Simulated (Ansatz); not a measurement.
AlN:
```cif
data_Al4N4
_chemical_formula_sum 'Al4 N4'
_space_group_name_H-M_alt 'P 1'
_space_group_IT_number 1
_cell_length_a 3.10338
_cell_length_b 3.10338
_cell_length_c 10.04924
_cell_angle_alpha 90.000
_cell_angle_beta 90.000
_cell_angle_gamma 120.000
loop_
_space_group_symop_operation_xyz
  'x, y, z'
loop_
_atom_site_label
_atom_site_type_symbol
_atom_site_fract_x
_atom_site_fract_y
_atom_site_fract_z
_atom_site_occupancy
Al1 Al 0.00000 0.00000 0.00146 1
Al2 Al 0.00000 0.00000 0.50146 1
Al3 Al 0.66667 0.33333 0.75036 1
Al4 Al 0.33333 0.66667 0.25036 1
N1 N 0.00000 0.00000 0.81192 1
N2 N 0.00000 0.00000 0.31192 1
N3 N 0.66667 0.33333 0.56190 1
N4 N 0.33333 0.66667 0.06190 1
```

Relaxed with PBEsol.

Problem. Decompose the optical modes at the zone centre into irreducible representations, and say which are infrared and Raman allowed.

Solution. Point group 6mm: Γ_opt = 3A1 + 4B1 + 3E1 + 4E2. Infrared: A1, E1. Raman: A1, E1, E2.

Problem. Assign frequencies (DFPT, DFT-PBEsol in the program Ansatz with PAW potentials; without the LO–TO term).

Solution. E2 162, E2 170, E1 228, B1 348, B1 358, A1 555, A1 631, E1 645, E2 646, E2 653, E1 655, A1 715, B1 814, B1 824 cm⁻¹.

Subscripts of B labels follow the axes of the standard setting.

Space group P6_3mc. The cell is a constructed one: a structure type filled with these elements. Its sites differ from those of the usual phase in this space group: another stacking or structure type. The cell was relaxed with PBEsol under the symmetry of its start; of distortions, only those at the zone centre were tested.

Potentials: the later of the program's two PAW sets.
